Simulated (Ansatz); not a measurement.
KZn2BCl2O3:
Space group R32, hexagonal axes (No. 155); a = b = 4.948 Å, c = 26.386 Å, α = β = 90.00°, γ = 120.00°

```
atom  site  symmetry       x       y       z
----  ----  --------  ------  ------  ------
K       3b        32  0.0000  0.0000  0.5000
Zn      6c        3.  0.0000  0.0000  0.3056
B       3a        32  0.0000  0.0000  0.0000
Cl      6c        3.  0.0000  0.0000  0.2202
O       9d        .2  0.0000  0.2774  0.0000
```
(The calculation used a cell of 9 atoms; values per cell refer to that cell.)

Relaxed at zero pressure with r²SCAN (plane waves, PAW; program Ansatz).

Q: The volume is raised by 3 % and shape and atoms relax at that volume. What pressure results, and how do the axes share the change?

A: -0.8 GPa; a 0.3 %, b 0.3 %, c 2.4 %; the energy rises by 2 meV/atom.

Q: Give the new structure.

A: 
Space group R32, hexagonal axes (No. 155); a = b = 4.9619 Å, c = 27.0263 Å, α = β = 90.00°, γ = 120.00°

| atom | site | symmetry | x | y | z |
|---|---|---|---|---|---|
| K | 3b | 32 | 0.0000 | 0.0000 | 0.5000 |
| Zn | 6c | 3. | 0.0000 | 0.0000 | 0.3063 |
| B | 3a | 32 | 0.0000 | 0.0000 | 0.0000 |
| Cl | 6c | 3. | 0.0000 | 0.0000 | 0.2225 |
| O | 9d | .2 | 0.0000 | 0.2770 | 0.0000 |

The phase is kept; no other phase was compared at this pressure.

The workflow started from a Materials Project entry (that database holds measured and hypothetical structures alike); the Crystallography Open Database files this formula in space group No. 155, but the cells were not matched. Its standing as an ambient phase is unchecked. Symmetry was held in the r²SCAN relaxation; whether a distortion lowers the energy is not shown.

Potentials: the later of the program's two PAW sets.
